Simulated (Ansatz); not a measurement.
**Stability checks on a candidate for LiW3N3**

It was reached by relaxing an invented guess, and it needn't be the stable form of this composition.

Theory: DFT PBE, scalar-relativistic, plane waves, PAW in Ansatz 0.2.0. Plane waves to 420 eV, a 10×10×10 mesh through Γ for the 7-atom cell and 0.10 eV Gaussian smearing; no spin polarisation.

```yaml
crystal:
  lattice:
    - [4.17281, 0.00000, 0.00000]
    - [0.00000, 4.17281, 0.00000]
    - [0.00000, 0.00000, 4.17281]
  atoms:
    - { symbol: Li, position: [0.00000, 0.00000, 0.00000] }
    - { symbol: W, position: [0.00000, 0.50000, 0.50000] }
    - { symbol: W, position: [0.50000, 0.00000, 0.50000] }
    - { symbol: W, position: [0.50000, 0.50000, 0.00000] }
    - { symbol: N, position: [0.50000, 0.00000, 0.00000] }
    - { symbol: N, position: [0.00000, 0.50000, 0.00000] }
    - { symbol: N, position: [0.00000, 0.00000, 0.50000] }
```

The zero of energy is the elements' standard structures at the same level (N₂ as a molecule); no fitted shifts are applied.

Question: These tests were run: energy against the elements; random kick, then relaxation without symmetry; phonons on a 2×2×2 q mesh; elastic tensor. What do they show?

Answer:

| test | result |
| --- | --- |
| energy against the elements | −0.54 eV/atom |
| random kick, then relaxation without symmetry | returns |
| phonons on a 2×2×2 q mesh | no imaginary mode on the mesh |
| elastic tensor | least eigenvalue 163 GPa |

It fails none of these tests. Whether a mixture of other phases lies lower isn't tested here.

Spin–orbit coupling, which can matter for W, is left out. The kick test ran on a coarse mesh. The run for the phonons used a 10×10×10 k mesh and Fermi–Dirac smearing of 0.15 eV. The run for the elastic tensor used a 10×10×10 k mesh and Fermi–Dirac smearing of 0.15 eV.
